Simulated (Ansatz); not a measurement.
Relaxed-ion elastic tensor of CrIr3 (Cu3Au type, space group No. 221) in GPa (Voigt order), DFT-r²SCAN in the program Ansatz with PAW potentials; density 18.93 g/cm³, 13.78 Å³ per atom.

```json
[
 {"": "1", "1": "531", "2": "204", "3": "204", "4": "0.0", "5": "0.0", "6": "0.0"},
 {"": "2", "1": "204", "2": "531", "3": "204", "4": "0.0", "5": "0.0", "6": "0.0"},
 {"": "3", "1": "204", "2": "204", "3": "531", "4": "0.0", "5": "0.0", "6": "0.0"},
 {"": "4", "1": "0.0", "2": "0.0", "3": "0.0", "4": "267", "5": "0.0", "6": "0.0"},
 {"": "5", "1": "0.0", "2": "0.0", "3": "0.0", "4": "0.0", "5": "267", "6": "0.0"},
 {"": "6", "1": "0.0", "2": "0.0", "3": "0.0", "4": "0.0", "5": "0.0", "6": "267"}
]
```

Problem. Is the crystal mechanically stable?

Solution. Yes: the smallest eigenvalue of C is 267 GPa.

Problem. Work out the Voigt, Reuss and Hill averages.

Solution. K_V = 313, K_R = 313, K_H = 313; G_V = 226, G_R = 213, G_H = 219 GPa.

Problem. Give Young's modulus, Poisson's ratio, Pugh's ratio and the universal anisotropy index.

Solution. E = 9KG/(3K + G) = 534 GPa; ν = 0.22; K/G = 1.43 (brittle by the Pugh limit of 1.75); A_U = 5G_V/G_R + K_V/K_R − 6 = 0.30.

Problem. Estimate the sound speeds and the Debye temperature.

Solution. v_l = √((K + 4G/3)/ρ) = 5660 m/s, v_t = √(G/ρ) = 3400 m/s, mean 3770 m/s; Θ = (h/k)(3n/4πV)^(1/3) v_m = 468 K.

Space group Pm-3m (Cu3Au type). The first step of the workflow began from a Materials Project structure, measured or hypothetical; the Crystallography Open Database copy checked does not list it. With Cr and Ir taken as one species the cell has the higher symmetry Fm-3m, so it may be an ordered model of a mixed-site phase. Whether it is the stable phase at ambient conditions was not checked. The r²SCAN relaxation kept the symmetry of its start, as lowered by the spin order; whether a distortion lowers the energy is not shown. Magnetic state: ferrimagnetic, chosen from 4 collinear starts compared on coarse meshes (ties went to the first, and starts can fall back to one state), not a proven ground state. Other orbital occupations within this spin state were not tried. As this level gives no gap, shear constants depend on the k-mesh and smearing (Fermi–Dirac, 0.1 eV here). Spin–orbit coupling is left out wherever it is not named.

Potentials: the later of the program's two PAW sets.
